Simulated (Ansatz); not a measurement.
## Calculated core-electron binding energies for CdSe

Cell: a computed structure from the Materials Project (it need not be an observed phase), repeated to a supercell; a hole's nearest image is 7.1 Å away.

Space group P6_3mc (No. 186); a = 4.3461, c = 7.0898 Å, γ = 120.00°.

```
site  Wyckoff  site symmetry       x       y       z
 Cd1       2b            3m.  0.6667  0.3333  0.5000
 Se7       2b            3m.  0.6667  0.3333  0.1241
```

One atom of each set is listed; the run and its k-mesh use a cell of 12 atoms with edges of 7.53, 7.53, 7.09 Å.

The numbers come from a DFT calculation in Ansatz (PBE, plane waves and PAW, scalar-relativistic, 420 eV cutoff, Γ-centred 3×3×3 k-points, fixed occupations).

Each value is a total-energy difference between the cell with one core hole and the ground state (ΔSCF), counted from the top of the valence band. The valence electrons get no spin in the cell with the hole, so they can't polarise against the unpaired core electron; that puts absolute values high, by some tenths of an eV and in some cases by about 1 eV. The periodic images are corrected with the calculated ε∞ = 7.33, 7.33, 7.44.

Task: Give the Cd 3d, Se 3d lines of each distinct site.

Result: 

| line | atom | first shell | E_B (eV) | j = l + ½ / j = l − ½ (eV) |
| --- | --- | --- | --- | --- |
| Cd 3d | 1 | 4 Se at 2.66–2.67 Å | 403.8 | 401.1 / 407.9 |
| Se 3d | 7 | 4 Cd at 2.66–2.67 Å | 53.1 | 52.8 / 53.6 |

For p, d and f shells E_B is the weighted mean of the two lines, whose splitting comes from the free atom's Dirac orbitals.

The program doubts some values: the cell is too small to check the potential alignment. Absolute PBE values can be off by an eV or more, and the 3d and 4f lines of heavy atoms by several eV. Multiplets, satellites and widths aren't calculated.

The run took 75 s of wall time (75 s of CPU time) and 0.8 GiB at its peak, on 1 thread of Intel Xeon 6975P-C (Granite Rapids) (x86_64; 44 cores open to the job, memory cap 2.5 GiB, no GPU), a shared host with a load of 0.8 a core.
